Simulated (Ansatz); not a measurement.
# Straining ZrAg2

Computed with DFT PBEsol, scalar-relativistic, plane waves, PAW (Ansatz). (420 eV cutoff, 10×10×4 k-mesh, Gaussian smearing of 0.10 eV, no spin polarisation)

Starting point, cell and atoms relaxed:

```yaml
crystal:
  lattice:
    - [3.51171, 0.00000, 0.00000]
    - [0.00000, 3.51171, 0.00000]
    - [0.00000, 0.00000, 8.90031]
  atoms:
    - { symbol: Zr, position: [0.00000, 0.00000, 0.00000] }
    - { symbol: Zr, position: [0.50000, 0.50000, 0.50000] }
    - { symbol: Ag, position: [0.50000, 0.50000, 0.17234] }
    - { symbol: Ag, position: [0.00000, 0.00000, 0.32766] }
    - { symbol: Ag, position: [0.00000, 0.00000, 0.67234] }
    - { symbol: Ag, position: [0.50000, 0.50000, 0.82766] }
```

Deformation: shear that moves c along a by the strain times its height over the a-b plane, the cell held and the atoms relaxed, all within the symmetry that the strain leaves. Energies are extrapolated to zero smearing.

| strain (%) | ΔE (meV/atom) | a (Å) | b (Å) | c (Å) |
| --- | --- | --- | --- | --- |
| +0.0 | 0.0 | 3.512 | 3.512 | 8.900 |
| +1.0 | 0.4 | 3.512 | 3.512 | 8.901 |
| +2.0 | 1.4 | 3.512 | 3.512 | 8.902 |
| +3.0 | 3.2 | 3.512 | 3.512 | 8.904 |
| +4.0 | 5.7 | 3.512 | 3.512 | 8.907 |
| +6.0 | 12.9 | 3.512 | 3.512 | 8.916 |

(1) What stiffness (1/V) d²E/dε² at zero strain does a cubic fit over all points give?

Results:

(1) A cubic fit gives (1/V) d²E/dε² = 63 GPa at zero strain (the shear constant for this plane and direction).